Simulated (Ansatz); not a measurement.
Trial structure of LiNbBr₂, not yet relaxed:

```cif
data_structure
_symmetry_space_group_name_H-M 'P4/mmm'
_symmetry_Int_Tables_number 123
_cell_length_a 5.5233
_cell_length_b 5.5233
_cell_length_c 2.5785
_cell_angle_alpha 90.000
_cell_angle_beta 90.000
_cell_angle_gamma 90.000
_cell_volume 78.66
loop_
_atom_site_label
_atom_site_type_symbol
_atom_site_symmetry_multiplicity
_atom_site_Wyckoff_symbol
_atom_site_fract_x
_atom_site_fract_y
_atom_site_fract_z
_atom_site_occupancy
Li1 Li 1 d 0.50000 0.50000 0.50000 1
Nb1 Nb 1 a 0.00000 0.00000 0.00000 1
Br1 Br 2 f 0.50000 0.00000 0.00000 1
```

Theory: Ansatz 0.2.0, DFT PBE, scalar-relativistic, plane waves, PAW. Cutoff 420 eV; k points 4×4×6 on the computed 4-atom cell (Γ-centred); Gaussian smearing, width 0.10 eV; no spin polarisation.

Formation energies are uncorrected and refer to the elements' standard structures at the same level. The references include crystalline Br.

Question: Estimate its pressure, forces and energy as it stands.

Answer: The pressure is 9.8 GPa (the mean over three directions, positive in compression), the largest force is 0.00 eV/Å (symmetry fixes the atoms), and the energy is +0.34 eV/atom against the elements. The shortest distance is 2.58 Å.

Question: Is it a good guess?

Answer: A rough one: relaxing gains about 0.54 eV/atom (the start's value is from the coarse mesh, so the gain is rough) in 17 ionic steps and ends at −0.20 eV/atom on the finer mesh. The symmetry stays P4/mmm (No. 123). The volume per atom grows by 12.6 %, from 19.7 to 22.1 Å³. The shortest distance goes from 2.58 Å (Br–Br, Li–Li and Nb–Nb) to 2.59 Å (Nb–Br). The ratio c/a of the conventional cell changes by a factor of 1.36. Conventional cell: a = 5.185 Å, c = 3.296 Å. Around Li lie 8 Br at 3.07 Å and 2 Li at 3.30 Å; Nb has 4 Br at 2.59 Å; Br has 2 Nb at 2.59 Å and 4 Li at 3.07 Å.

The last run used a 10×10×14 mesh (in the run's order of axes) for its 4-atom cell and Gaussian smearing of 0.10 eV. The reference form of Br is held partly by dispersion forces, which this level lacks. The relaxation can't lower the symmetry of the start, and the grade says only how near the guess is to its own end. A structure relaxed within its symmetry needn't be a true minimum.
